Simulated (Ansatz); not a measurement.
The relaxed structure here is a generated cell of Ta: the first start was made by placing the elements on the sites of a structure type, and the end was not matched to a known phase here, so it may be hypothetical. Known forms of Ta include space group No. 229.

A relaxed cell of Ta (Fddd (No. 70)), relaxed on a k-mesh at least as fine as the one used below. The numbers are results of PBE (plane waves to 420 eV, PAW, scalar-relativistic; Ansatz, a first-principles code), not measurements. Γ-centred k-mesh 13×7×13 on the run's cell (coarser than for final values), Fermi–Dirac smearing 0.05 eV.

```
CELL_PARAMETERS angstrom
      0.00000     2.59881     4.97859
      2.88474     0.00000     9.95719
      1.44237     2.59881     0.00000
ATOMIC_POSITIONS crystal
  Ta 0.25000 0.12500 0.25000
  Ta 0.25000 0.62500 0.25000
  Ta 0.00000 0.00000 0.00000
  Ta 0.00000 0.50000 0.00000
```

The atoms are displaced by (Å):

```csv
atom,ux,uy,uz
Ta1,0.120,0.111,0.027
Ta2,-0.037,0.132,0.038
Ta3,-0.007,-0.045,0.049
Ta4,0.068,0.035,-0.079
```

Problem. What forces (eV/Å) and pressure result?

Solution. 
```tsv
atom	Fx	Fy	Fz
Ta1	-1.35	0.17	-0.23
Ta2	1.40	-0.86	-0.80
Ta3	0.49	0.48	-0.40
Ta4	-0.55	0.21	1.43
```

Pressure +1.6 GPa.

Problem. Estimate the energy cost of the displacement in the harmonic approximation and compare with the calculation.

Solution. For a harmonic well ΔE = −½ Σ F·u = 0.267 eV a cell, or 67 meV/atom. The calculated energy relative to the undisplaced cell is +0.07 eV/atom, so the harmonic estimate holds well.

No spin polarisation in the result.

The run that gave the undisplaced cell could not lose the symmetry of its start; a randomly shaken copy of 4 atoms returns to this structure.
